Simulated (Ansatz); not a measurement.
Relaxed BN (h-BN type, space group P6_3/mmc):

```xyz
4
Lattice="2.5058 0.0000 0.0000 -1.2529 2.1701 0.0000 0.0000 0.0000 6.6162" Properties=species:S:1:pos:R:3 pbc="T T T"
B      0.0000     1.4467     1.6541
B      1.2529     0.7234     4.9622
N      0.0000     1.4467     4.9622
N      1.2529     0.7234     1.6541
```

The numbers are results of PBE-D3(BJ) (plane waves to 420 eV, PAW, scalar-relativistic; Ansatz, a first-principles code), not measurements. k mesh 12×12×4 (Γ-centred), Fermi-Dirac smearing 0.05 eV. BN was relaxed with its symmetry unable to fall. The PAW data are Ansatz's earlier set.

One atom of the cell was then moved (with its periodic images), all else fixed, and the forces (eV/Å) came out as:

```csv
atom,Fx,Fy,Fz
B1,4.960,2.864,0.000
B2,0.000,0.000,0.000
N3,-0.001,0.000,0.000
N4,-4.960,-2.864,0.000
```

Question: Which atom was moved, and by which vector (Å)?

Answer: B1, by (-0.10, -0.06, 0.00), 0.12 Å in all.

(A displaced cell: forces are minus the slopes of the energy, force constants its curvatures, and phonons follow from these.)
